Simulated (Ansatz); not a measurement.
This cell of Na (bcc, W type) is off equilibrium:

```
CELL_PARAMETERS angstrom
     -4.22229     4.22229     4.22229
      2.11115    -2.11115     2.11115
      2.11115     2.11115    -2.11115
ATOMIC_POSITIONS crystal
  Na 0.00837 0.00837 0.00837
  Na 0.49163 0.99163 0.99163
```

Level of theory: r2SCAN (plane waves to 500 eV, PAW, scalar-relativistic; Ansatz, a quantum-chemistry and plane-wave program). k mesh 8×16×16 (Γ-centred), Fermi-Dirac smearing 0.05 eV. Compression counts positive. With partly filled bands, energies and forces of such displacements shift with the k mesh and the smearing. Na was relaxed with its symmetry unable to fall. The PAW data are Ansatz's earlier set.

### Question
What forces act on the atoms (eV/Å, Cartesian)?

### Answer
```tsv
atom	Fx	Fy	Fz
Na1	0.000	-0.054	-0.054
Na2	0.000	0.054	0.054
```

(A displaced cell: forces are minus the slopes of the energy, force constants its curvatures, and phonons follow from these.)
